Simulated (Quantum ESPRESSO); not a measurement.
Simulation results for Mg₂GaS₃Cl (made-up cell, one site empty)

All values are calculated (Quantum ESPRESSO 7.5). Calculation on a made-up crystal cell, not a measurement: periodic Kohn-Sham density functional theory in plane waves with PseudoDojo standard norm-conserving scalar-relativistic pseudopotentials, each functional with its own files (v0.5 for PBE, v0.4.1 for LDA and PBEsol), no spin polarisation, no spin-orbit coupling, atoms not relaxed, stress positive in tension, energies less a fixed whole-eV offset for each atom's element; levels are Kohn-Sham levels at fractions of this cell's reciprocal vectors, counted from the reference band (half the neutral cell's valence electrons, rounded up) at Gamma; error bars cover cutoff and k-mesh only, not smearing or the files; each bar is the largest change over components, and at least 0.002 eV, 0.002 eV per angstrom or 0.02 GPa; added strain carries the atoms with the cell, and shear is the tensor component; energies are for the whole cell, and the offsets were chosen from early runs and are not element reference energies; machines and their load varied, so run times do not measure scaling.

```json
{"formula": "Mg2GaS3Cl", "kind": "made-up cell, one site empty", "structure": {"cell_angstrom": [[5.5489, 0.0173, 0.0784], [0.0173, 5.5304, -0.0522], [0.0784, -0.0522, 5.4896]], "atoms_fractional": [["Mg", -0.01335, 0.55312, 0.49086], ["Ga", 0.49654, 0.00793, 0.51417], ["Mg", 0.48054, 0.52454, 0.01446], ["S", 0.23167, 0.28485, 0.27233], ["S", 0.2621, 0.72446, 0.76036], ["Cl", 0.74991, 0.25328, 0.75303], ["S", 0.75313, 0.74118, 0.25966]]}, "given": {"lattice_type": "zincblende/diamond", "empty_site": 1, "functional": "pbe", "cutoff [eV]": 1143, "fermi_dirac_smearing [eV]": 0.025, "scf_tolerance [eV]": 1e-07, "electrons_removed": 0, "run_command": "pw.x -nk 1 -in in", "run_processor": "AMD EPYC, Zen 5 class, virtual cores", "k_mesh": "4 x 4 x 4, shifted by half a step", "atom_site": [2, 3, 4, 5, 6, 7, 8], "atom_energy_offset [eV]": [-1617, -2080, -1617, -302, -302, -449, -302]}, "results": {"free_energy_less_offsets [eV]": 4.689, "scf_iterations": 11, "smearing_term_minus_ts [eV]": 0.0, "pressure [GPa]": 3.175, "stress_xx [GPa]": -3.873, "stress_yy [GPa]": -0.9534, "stress_zz [GPa]": -4.698, "stress_yz [GPa]": -0.009939, "stress_xz [GPa]": -3.439, "stress_xy [GPa]": 1.264, "force_site": [2, 3, 4, 5, 6, 7, 8], "force_x [eV/angstrom]": [1.339, -1.153, 0.848, 1.208, -0.3249, 0.03446, -1.951], "force_y [eV/angstrom]": [-1.252, -0.6917, -1.011, -2.167, 2.599, -0.2556, 2.778], "force_z [eV/angstrom]": [1.831, -1.004, 1.148, 0.167, -1.194, 0.1388, -1.086], "reference_band": 29, "level_k_point": ["Gamma", "(1/2,1/2,1/2)", "(0.15,0,0)", "(0,0.15,0)", "(0,0,0.15)"], "next_band_up [eV]": [1.022, 1.141, 1.334, 1.354, 1.33], "error_bar_energy [eV]": 0.002, "error_bar_stress [GPa]": 0.02, "error_bar_force [eV/angstrom]": 0.005531, "error_bar_next_band_up [eV]": 0.002, "error_bars_from": "tighter rerun of this cell", "wall_time_of_scf_and_band_steps_on_a_shared_machine [s]": 431.0}}
```
